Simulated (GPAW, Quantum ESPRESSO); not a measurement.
This is a calculation of LiBe for Quantum ESPRESSO 7.5. The cell comes from a database or a generator and needn't be the stable form of this composition.

pw.in

```
&CONTROL
  calculation = 'scf'
  prefix = 'pwscf'
  outdir = './tmp'
  pseudo_dir = './pseudo'
  tprnfor = .true.
  tstress = .true.
  disk_io = 'nowf'
/
&SYSTEM
  ibrav = 0
  nat = 2
  ntyp = 2
  ecutwfc = 55
  ecutrho = 440
  nbnd = 9
  occupations = 'smearing'
  smearing = 'fd'
  degauss = 0.00367493
/
&ELECTRONS
  conv_thr = 4d-10
  electron_maxstep = 120
  mixing_beta = 0.5
/
ATOMIC_SPECIES
Be     9.0122 be_pbe_v1.4.uspp.F.UPF
Li     6.9400 li_pbe_v1.4.uspp.F.UPF
CELL_PARAMETERS angstrom
   2.8111530000    0.0000000000    0.0000000000
   0.0000000000    2.8111530000    0.0000000000
   0.0000000000    0.0000000000    2.8111530000
ATOMIC_POSITIONS crystal
Be     0.5000000000    0.5000000000    0.5000000000
Li     0.0000000000    0.0000000000    0.0000000000
K_POINTS automatic
9 9 9 0 0 0
```

Potentials or basis: SSSP 1.3 efficiency PBE.

Command:

```console
$ OMP_NUM_THREADS=1 pw.x -in pw.in > pw.out
```

Q: What does the same run look like in GPAW 26.7.0 (ASE script)? Potentials or basis there: GPAW PAW data sets (gpaw-data 1.2.1), cutoff 800 eV.

A: As run (cutoffs and basis follow the program's own potentials, and thresholds, step limits or extra output files can differ):

run.py

```python
from ase import Atoms
from ase.dft.bandgap import bandgap
from ase.io import write
from ase.units import GPa
from gpaw import GPAW, PW

atoms = Atoms(['Be', 'Li'],
              cell=[[2.811153, 0.0, 0.0],
                    [0.0, 2.811153, 0.0],
                    [0.0, 0.0, 2.811153]],
              scaled_positions=[[0.5, 0.5, 0.5],
                                [0.0, 0.0, 0.0]],
              pbc=True)

calc = GPAW(mode=PW(800),
            xc='PBE',
            kpts={'size': (9, 9, 9), 'gamma': True},
            occupations={'name': 'fermi-dirac', 'width': 0.05},
            nbands=8,
            convergence={'density': 1e-05, 'energy': 1e-05},
            maxiter=150,
            txt='gpaw.txt')
atoms.calc = calc
energy = atoms.get_potential_energy()
forces = atoms.get_forces()
stress = atoms.get_stress()
calc.write('gs.gpw')
write('result.traj', atoms)
print(f'Energy: {energy:.6f} eV')
print('Forces (eV/A):')
print(forces.round(4))
print('Stress (GPa):', (stress / GPa).round(3))
print('Fermi level:', round(calc.get_fermi_level(), 4), 'eV')
print(f'Gap: {bandgap(calc)[0]:.4f} eV, direct: {bandgap(calc, direct=True)[0]:.4f} eV')
```

Potentials or basis: GPAW PAW data sets (gpaw-data 1.2.1), pw.

Command:

```bash
$ OMP_NUM_THREADS=1 python run.py
```

Both were run:

|  | Quantum ESPRESSO | GPAW |
| --- | --- | --- |
| Pressure | 0.5 GPa | 1.1 GPa |

The potentials hold 7 and 3 valence electrons a cell.

Pressure is positive in compression.
